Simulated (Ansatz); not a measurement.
CdS (zinc blende), map of one atom of the cell

CdS (zinc blende)

```yaml
crystal:
  lattice:
    - [0.00000, 2.93890, 2.93890]
    - [2.93890, 0.00000, 2.93890]
    - [2.93890, 2.93890, 0.00000]
  atoms:
    - { symbol: S, position: [0.75000, 0.75000, 0.75000] }
    - { symbol: Cd, position: [0.00000, 0.00000, 0.00000] }
```

Two-dimensional scan of atom 1 (S, nearest neighbour Cd at 2.545 Å; its periodic images, 4.2 Å or more away, move with it): u runs along (0.707, 0.707, 0.000), v along (0.000, 0.000, 1.000) (Cartesian). Cell and other atoms are fixed.

Method: r2SCAN (plane waves to 500 eV, PAW, scalar-relativistic; Ansatz, an electronic-structure program). k mesh 8×8×8 (Γ-centred), Fermi-Dirac smearing 0.05 eV. The energy includes the smearing's −TS. Points where atoms come too close for the PAW data are left out (x in tables, blank in figures). Fu and Fv are the components of the force on the atom. CdS was relaxed with its symmetry unable to fall. ΔE is measured from the undisplaced structure. Axes are in Å.

ΔE (eV/cell), with u across and v down:

```csv
v \ u,-0.640,-0.320,0.000,0.320,0.640
-0.640,0.566,0.756,0.850,0.756,0.566
-0.320,0.469,0.266,0.236,0.266,0.469
0.000,1.298,0.265,0.000,0.265,1.298
0.320,x,0.957,0.236,0.957,x
0.640,x,2.323,0.850,2.323,x
```

Fu (eV/Å), with u across and v down:

```
v \ u   -0.640  -0.320  0.000   0.320  0.640
------  ------  ------  -----  ------  -----
-0.640   -0.54   -0.54   0.00    0.54   0.54
-0.320    1.16    0.25   0.00   -0.25  -1.16
0.000     5.01    1.78   0.00   -1.78  -5.01
0.320        x    4.84   0.00   -4.84      x
0.640        x   10.00   0.00  -10.00      x
```

What the scan shows:

| Property | Result |
|---|---|
| Lowest place on the grid | u = 0.000 Å, v = 0.000 Å (0 meV/cell) |

The 25 points together took about 12 core-minutes (a rough figure).

(A displaced cell: forces are minus the slopes of the energy, force constants its curvatures, and phonons follow from these.)
